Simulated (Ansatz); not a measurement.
Hf$_{2}$C:
Space group P4/nmm, origin choice 1 (No. 129); a = b = 3.5835 Å, c = 6.7948 Å, α = β = γ = 90.00°

| atom | site | symmetry | x | y | z |
|---|---|---|---|---|---|
| Hf | 2a | -4m2 | 0.0000 | 0.0000 | 0.0000 |
| Hf | 2c | 4mm | 0.5000 | 0.0000 | 0.3692 |
| C | 2c | 4mm | 0.0000 | 0.5000 | 0.2708 |

Relaxed with PBEsol.

Decompose the optical modes at the zone centre into irreducible representations, and say which are infrared and Raman allowed.

Point group 4/mmm: Γ_opt = 2A1g + 2A2u + B1g + 3Eg + 2Eu. Infrared: A2u, Eu. Raman: A1g, B1g, Eg.

Assign frequencies (DFPT, DFT-PBEsol in the program Ansatz with PAW potentials).

Eu 89, B1g 90, Eg 127, A2u 167, A1g 184, Eg 235, Eu 240, Eg 281, A1g 415, A2u 417 cm⁻¹.

Subscripts of B labels follow the axes of the standard setting.

A made-up cell: these elements were put on the sites of a structure type; neither database checked (COD, Materials Project) lists it. Whether it is the stable phase at ambient conditions was not checked. Symmetry was held in the PBEsol relaxation; whether a distortion lowers the energy is not shown. No spin polarisation was allowed. As this level gives no gap, phonon frequencies hold no LO–TO term and depend on the k-mesh and smearing (Fermi–Dirac, 0.1 eV here). Spin–orbit coupling is left out wherever it is not named.

Potentials: the later of the program's two PAW sets.
